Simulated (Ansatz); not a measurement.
Sn$_{4}$Pt (space group Ccce)

```
CELL_PARAMETERS angstrom
      3.18737    -5.65677     0.00000
      3.18737     5.65677     0.00000
      0.00000     0.00000     6.35014
ATOMIC_POSITIONS crystal
  Sn 0.96037 0.70745 0.16613
  Sn 0.03963 0.29255 0.16613
  Sn 0.70745 0.96037 0.83387
  Sn 0.29255 0.03963 0.83387
  Sn 0.53963 0.79255 0.33387
  Sn 0.46037 0.20745 0.33387
  Sn 0.79255 0.53963 0.66613
  Sn 0.20745 0.46037 0.66613
  Pt 0.50000 0.50000 0.00000
  Pt 0.00000 0.00000 0.50000
```

The slice is a (110) plane (indices of the conventional cell) through the point (0.793, 0.540, 0.666) (fractional), spanned by u = [001] and v = [100] in vectors of this cell: u (6.35 Å) and v (6.49 Å, at 90° to u). It covers one period; positions are fractions (u, v).

These are LDA (plane waves to 420 eV, PAW, scalar-relativistic; Ansatz, a first-principles code) values and carry that method's errors. k mesh 9×9×8. Near the nuclei the fields are pseudised (PAW); where an atom keeps semicore shells as valence, they peak there. Sn4Pt is run without spin polarisation. Sn4Pt was relaxed with its symmetry unable to fall. Spin-orbit coupling is left out, though Pt is heavy.

Sketch the valence electron density on this plane as a map.


| v \ u | 0.00 | 0.10 | 0.19 | 0.29 | 0.39 | 0.48 | 0.58 | 0.68 | 0.77 | 0.87 | 0.97 |
|---|---|---|---|---|---|---|---|---|---|---|---|
| 0.88 | 0.1 | -0.3 | -0.4 | -0.1 | -0.1 | -0.5 | -0.8 | -1.0 | -0.9 | -0.5 | 0.0 |
| 0.75 | -0.9 | -0.7 | 0.1 | 1.0 | 0.9 | -0.1 | -0.7 | -0.9 | -1.0 | -1.0 | -1.0 |
| 0.62 | -0.6 | -0.6 | -0.3 | 0.4 | 0.4 | -0.4 | -0.7 | -0.8 | -0.8 | -0.7 | -0.6 |
| 0.50 | 0.7 | 0.1 | -0.6 | -0.8 | -0.7 | -0.8 | -0.8 | -0.9 | -0.7 | -0.2 | 0.6 |
| 0.38 | 0.3 | -0.1 | -0.8 | -1.1 | -1.0 | -0.8 | -0.8 | -1.0 | -0.9 | -0.4 | 0.3 |
| 0.25 | -0.6 | -0.7 | -1.1 | -1.2 | -0.9 | -0.6 | -0.7 | -1.0 | -1.2 | -0.9 | -0.6 |
| 0.12 | 0.1 | -0.3 | -0.9 | -1.0 | -0.6 | -0.2 | -0.4 | -0.9 | -1.0 | -0.5 | 0.0 |
| 0.00 | 1.2 | 0.5 | -0.6 | -0.8 | -0.6 | -0.4 | -0.6 | -0.9 | -0.8 | 0.1 | 1.1 |

Values: log₁₀ of the valence density in e/Å³. The scale is logarithmic, as a density can span decades between atoms and voids.
